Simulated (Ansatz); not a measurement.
Ni:
```
Ni
1.0
    0.00000     1.74022     1.74022
    1.74022     0.00000     1.74022
    1.74022     1.74022     0.00000
Ni
1
Cartesian
  0.00000   0.00000   0.00000
```
Starting moments (μB, in the order of the atoms Ni): 0.8.

Relaxed with r²SCAN. Special points in fractions of this cell's reciprocal vectors: Γ (0.000, 0.000, 0.000); X (0.500, 0.000, 0.500); U (0.625, 0.250, 0.625); K (0.375, 0.375, 0.750); L (0.500, 0.500, 0.500); W (0.500, 0.250, 0.750).

Question: List the band energies nearest the Fermi level at these points for DFT-r²SCAN in the program Ansatz with PAW potentials.

Answer: In eV from the Fermi level; about four levels below and three above (degenerate sets whole), none deeper than 8.9 eV; … stands for higher levels left out; points with the same levels are listed once.

```tsv
k	below	above
Γ ↑	-3.10 -3.10 -3.10	…
X ↑	-4.96 -1.03 -1.03 -0.98	…
U ↑	-4.40 -2.72 -1.56 -1.29	…
L ↑	-3.02 -3.02 -1.11 -1.11	…
W ↑	-3.75 -3.75 -1.80 -1.02	…
Γ ↓	-1.70 -1.70 -1.70	…
X ↓	-4.92 -3.88 -0.15	0.59 0.59 …
U ↓	-4.09 -3.48 -1.64 -0.79	0.30 …
L ↓	-4.86 -2.06 -2.06 -0.80	…
W ↓	-3.92 -2.69 -2.69 -1.05	0.59 …
```

Space group Fm-3m (fcc (Cu type)). The cell was relaxed with r²SCAN under the symmetry of its start. Spin order of the final state: ferromagnetic, chosen from 3 collinear starts compared on coarse meshes (ties went to the first, and starts can fall back to one state), not a proven ground state. Textbook magnetic order: ferromagnetic. Other orbital occupations within this spin state were not tried. For itinerant 3d metals, meta-GGAs of the SCAN family and hybrids are commonly reported to give too large moments.

Potentials: the earlier of the program's two PAW sets.
